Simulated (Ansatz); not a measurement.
This run works on a generated trial structure, not on a known crystal.

Input and command of a plane-wave DFT calculation in Ansatz:

```yaml
crystal:
  lattice:
    - [3.4857090844, 0.0, 0.0]
    - [0.0, 3.4857090844, 0.0]
    - [0.0, 0.0, 12.234216797]
  atoms:
    - { symbol: Li, position: [0.0, 0.0, 0.4534750212] }
    - { symbol: Dy, position: [0.5, 0.5, 0.3154339191] }
    - { symbol: Dy, position: [0.0, 0.0, 0.6740867886] }
    - { symbol: Dy, position: [0.5, 0.5, 0.9087020492] }
    - { symbol: Dy, position: [0.0, 0.0, 0.1081503991] }
    - { symbol: Ru, position: [0.5, 0.5, 0.5401507927] }
basis:
  ecutwfc: 630
kpoints:
  mp_grid: { grid: [10, 10, 4] }
hamiltonian:
  xc: pbe
  pseudopotentials:
    kind: paw
    azcp: { Dy: "pseudopotentials/pbe/nc/lanthanide_3plus/Dy.nc.azcp" }
scf:
  occupations: { method: gaussian, width: 0.1 }
  n_extra_bands: 15
output:
  forces: true
  stress: true
  eigenvalues: true
  populations: true
  dos: { projected: true, de: 0.02, nscf_kmesh: { grid: [12, 12, 5] } }
  bader: false
```

```bash
ansatz run input.yaml --threads 1 --pin off --max-ram 2816MiB --backend cpu --events-out ev --progress --plain --runs-dir out
```

Processor: Arm Neoverse V1, 1 thread, on a host shared with other jobs.

Question: Estimate time, memory and problem size.

Answer: About 3.8 min, peak memory 0.99 GiB. It solves 47 bands at 63 k points (after reduction by symmetry) with about 5315 plane waves, in 14 SCF iterations.

With its 4f electrons in the core of a norm-conserving potential, the lanthanide is trivalent by construction, without f bands, f moments or other valences.
